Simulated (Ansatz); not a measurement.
SnIr:
```
SnIr
1.0
    5.66011     0.00000     0.00000
   -2.83006     4.90180     0.00000
    0.00000     0.00000     4.39190
Ir Sn
3 3
Direct
  0.00000   0.50000   0.00000
  0.50000   0.00000   0.00000
  0.50000   0.50000   0.00000
  0.66667   0.33333   0.50000
  0.33333   0.66667   0.50000
  0.00000   0.00000   0.00000
```

Relaxed with PBE. Special points in fractions of this cell's reciprocal vectors: Γ (0.000, 0.000, 0.000); M (0.500, 0.000, 0.000); K (0.333, 0.333, 0.000); A (0.000, 0.000, 0.500); L (0.500, 0.000, 0.500); H (0.333, 0.333, 0.500).

**Question.** List the band energies nearest the Fermi level at these points for PBE in the plane-wave PAW code Ansatz.

**Answer.** In eV from the Fermi level; about four levels below and three above (degenerate sets whole), none deeper than 8.9 eV; points with the same levels are listed once.

```
k                          below                above
-  -----------------------------  -------------------
Γ  -1.02 -1.02 -0.89 -0.84 -0.84       0.45 1.32 2.44
M        -1.93 -1.44 -1.03 -0.85       0.75 1.53 1.61
K        -1.90 -1.90 -1.31 -0.43       1.07 1.14 1.14
A        -1.02 -0.96 -0.96 -0.64       1.22 1.33 1.41
L        -1.04 -0.98 -0.74 -0.61       0.43 2.21 3.61
H        -1.24 -1.24 -0.77 -0.32  0.90 2.61 3.64 3.64
```

Space group P6/mmm. The start of the workflow was typed in or built on a structure type; neither database checked (COD, Materials Project) lists it. COD files the formula under space group No. 194. Its standing as an ambient phase is unchecked. The cell was relaxed with PBE under the symmetry of its start; whether a distortion lowers the energy is not shown. The run is not spin-polarised. Scalar-relativistic: spin–orbit coupling is off unless named, which matters more the heavier the elements.

Potentials: the earlier of the program's two PAW sets.
